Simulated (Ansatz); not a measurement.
# Collinear states of WSe

These are results of DFT r2SCAN+U, scalar-relativistic, plane waves, PAW in Ansatz 0.2.0, not measurements.

```
W Se
1.0
     0.00000    3.10218    3.10218
     3.10218    0.00000    3.10218
     3.10218    3.10218    0.00000
W Se
1 1
Direct
  0.00000 0.00000 0.00000
  0.25000 0.25000 0.25000
```

* plane-wave cutoff: 500 eV
* Γ-centred k-mesh: 12×12×12
* occupation rule: Gaussian smearing, 0.1 eV
* U_eff on Löwdin-orthogonalised atomic d orbitals: W 6.2 eV
* list of starting moments (μB, in atom order): 1 0
* check for lower electronic states after the SCF: on

Each order was relaxed in cell and atoms. A propagation vector, in units of the reciprocal vectors, doubles the cell, which takes an equally dense mesh. Spin–orbit coupling is left out, which for heavy magnetic ions can matter as much as these differences. r2SCAN tends to overstate moments in metals. Site moments are spin moments in atom-centred spheres that scale with the neighbour distance. The states are those that the runs reached from these starts; a lower one can exist.

**Question.** Starts tried: no spin; ferromagnetic; antiferromagnetic, doubled cell, propagation vector (0, 0, 1/2). Which state comes out lowest, and what are the moments?

**Answer.** The lowest state is ferromagnetic, reached from the start “ferromagnetic”, with site moments (μB) W +2.99, Se -0.36.

| start | ends | energy above lowest (meV/atom) | site moments (μB) | gap on mesh (eV) | volume (Å³/atom) |
| --- | --- | --- | --- | --- | --- |
| no spin | non-magnetic | 748 | none over 0.05 | 1.49 | 28.28 |
| ferromagnetic | ferromagnetic | 0.00 | W +2.99, Se -0.36 | metal | 29.85 |
| antiferromagnetic, doubled cell, propagation vector (0, 0, 1/2) | antiferromagnetic | 75.3 | W +2.83, Se -0.27, W -2.83, Se +0.27 | metal | 29.68 |

Cost: 3 runs of about 9.6 core-minutes in all, on Intel Xeon Platinum 8488C (Sapphire Rapids) (shared hosts).